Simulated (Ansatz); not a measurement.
A scan (energy over volume and axial ratio; atoms clamped) gave these values. Level of theory: PBE (plane waves to 420 eV, PAW, scalar-relativistic; Ansatz, a quantum-chemistry and plane-wave program).

The shear modulus C′ = (C11 − C12)/2 (fit, atoms clamped) comes out as 56 GPa.

**Question.** Of these crystals, all scanned alike, which one is it?
(A) CsPbBr₃ (cubic perovskite)
(B) ZrO₂ (fluorite)
(C) AlFe (CsCl type)

**Answer.** C, AlFe (CsCl type). The others have, for the shear modulus C′ = (C11 − C12)/2: CsPbBr3 18 GPa, ZrO2 214 GPa

All were relaxed with their symmetry unable to fall. Relaxed AlFe ends ferromagnetic. Spin-orbit coupling is left out. This is a high-temperature form of CsPbBr3. This is a high-temperature form of ZrO2. ZrO2 is run without spin polarisation. The magnetic order is the one the run started from; other orders were not tried. (This holds for the magnetic or f-shell members.) With partly filled bands, the response to shear is sensitive to the k mesh, so small differences along c/a are uncertain.

(Under strain, the slope of the energy per volume gives the stress and its curvature an elastic modulus.)
